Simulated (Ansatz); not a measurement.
The calculation used DFT PBE, scalar-relativistic, plane waves, PAW (Ansatz). Settings of the last relaxation (8-atom cell): 420 eV, 8×4×6 k points, Gaussian smearing of 0.02 eV, no spin polarisation.

Energies over the elements count from the elements' standard structures at the same level (N₂ as a molecule), with no fitted energy shifts.

Question: Find a candidate monoclinic semiconductor with formula Y3AlN4, with a gap near 1.0 eV, a formation energy near −1.40 eV/atom and a density near 5.13 g/cm³, in a cell of 8 atoms.

Answer: Y3AlN4, space group Pm (No. 6). Around Y on a site of symmetry 1 lie 5 N at 2.35–2.46 Å, 1 N at 2.62 Å, 1 Al at 3.00 Å, 6 Y at 3.27–3.42 Å and 1 Al at 3.34 Å; Y on a site of symmetry m is surrounded by 6 N at 2.37–2.54 Å; Al is surrounded by 3 N at 1.89–1.90 Å, 2 Y at 3.00 Å, 2 N at 3.02 Å, 1 N at 3.20 Å, 4 Y at 3.34–3.43 Å, 2 Al at 3.42 Å and 1 N at 3.43 Å; N on a site of symmetry m is surrounded by 6 Y at 2.37–2.54 Å; 2 more sites not described.

```cif
data_structure
_symmetry_space_group_name_H-M 'Pm'
_symmetry_Int_Tables_number 6
_cell_length_a 3.4223
_cell_length_b 6.6838
_cell_length_c 4.9532
_cell_angle_alpha 90.000
_cell_angle_beta 91.434
_cell_angle_gamma 90.000
_cell_volume 113.27
loop_
_atom_site_label
_atom_site_type_symbol
_atom_site_symmetry_multiplicity
_atom_site_Wyckoff_symbol
_atom_site_fract_x
_atom_site_fract_y
_atom_site_fract_z
_atom_site_occupancy
Y1 Y 2 c 0.49676 0.74456 0.48647 1
Y2 Y 1 a 0.96416 0.00000 0.99011 1
Al1 Al 1 b 0.17345 0.50000 0.93729 1
N1 N 1 a 0.97856 0.00000 0.50356 1
N2 N 2 c 0.44093 0.25615 0.01326 1
N3 N 1 b 0.00850 0.50000 0.56957 1
```

| Property | Result |
| --- | --- |
| Volume per atom | 14.16 Å³ |
| Density | 5.13 g/cm³ |
| Energy over the elements | −1.399 eV/atom |
| Gap on the 8×4×6 mesh of the 8-atom cell | 0.97 eV |

The structure comes from a generated guess, relaxed at this level; another structure or a mixture of phases may lie lower. Other answers may fit too; this one was computed.

Kohn–Sham gaps at this level usually fall short of measured ones. This cell was reached by moving the atoms of another relaxed cell at random and relaxing again, last within the group found; it had no such test of its own.
